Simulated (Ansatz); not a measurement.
Sr₂CaWO₆:
```
CELL_PARAMETERS angstrom
     -2.86128     2.86128     4.16090
      2.86128    -2.86128     4.16090
      2.86128     2.86128    -4.16090
ATOMIC_POSITIONS crystal
  Sr 0.25000 0.75000 0.50000
  Sr 0.75000 0.25000 0.50000
  Ca 0.50000 0.50000 0.00000
  W  0.00000 0.00000 0.00000
  O  0.83863 0.70569 0.54431
  O  0.16137 0.29431 0.45569
  O  0.70569 0.16137 0.86706
  O  0.29431 0.83863 0.13294
  O  0.23147 0.23147 0.00000
  O  0.76853 0.76853 0.00000
```

Relaxed with PBEsol.

Problem. Map the electron localisation function on the plane through (0.250, 0.750, 0.500) spanned by u = [1, 1, 0] and v = [1, 0, 1] in lattice vectors, from plane-wave PAW PBEsol (Ansatz code).

Solution. x is the fraction of u, y of v (the angle between them is 90°; rows are the nearest grid lines); atoms in the plane: Sr at (0.00, 0.00), Sr at (0.50, 0.00), Ca at (0.75, 0.50), W at (0.25, 0.50), O at (0.48, 0.50), O at (0.02, 0.50).
```
|0179961000000016997117996100000001699710|
|0389961000000016998338996100000001699830|
|9999610134443101699999972001222100279999|
|9997300246664200379999841012343210048999|
|8863001356765310036887410012343210014788|
|3210002466766420001221000012232210000123|
|1110011234443211001100000000000000000001|
|5543111112221111134543100000111000001345|
|8876311122322111367876410014666410014678|
|9998521257775212589998610158999851016899|
|7689833786468733898699821599999995128997|
|4369834872027843896389821699989996128984|
|4369834872027843896389821699989996128984|
|7689833786468733898699821599999995128997|
|9998521257775212589998610158999851016899|
|8876311122322111367876410014666410014678|
|5543111112221111134543100000111000001345|
|1110011234443211001100000000000000000001|
|3210002466766420001221000012232210000123|
|8863001356765310036887410012343210014788|
|9997300246664200379999840012343210148999|
|9999610134443101699999972001222100279999|
|0389961000000016998338996100000001699830|
|0179961000000016997117996100000001699710|
```
Scale: ten equal steps from 0.007 (start of '0') to 0.869 (end of '9'), in the order '0123456789'; x runs from 0.000 to 1.00, y from 0.000 (bottom) to 1.00 (top).

The density is the valence pseudo-density with augmentation charge, so density and ELF within about 1 Å of a nucleus are not all-electron values.

Space group I4/m. The first step of the workflow began from a Materials Project structure, measured or hypothetical; the Crystallography Open Database copy checked does not list it. COD files the formula under space group No. 14, so this cell is another polymorph or a model. Its standing as an ambient phase is unchecked. Symmetry was held in the PBEsol relaxation; its stability against distortions is not shown here. No spin polarisation was allowed. No Hubbard U is applied. Spin–orbit coupling is left out wherever it is not named.

Potentials: the later of the program's two PAW sets.
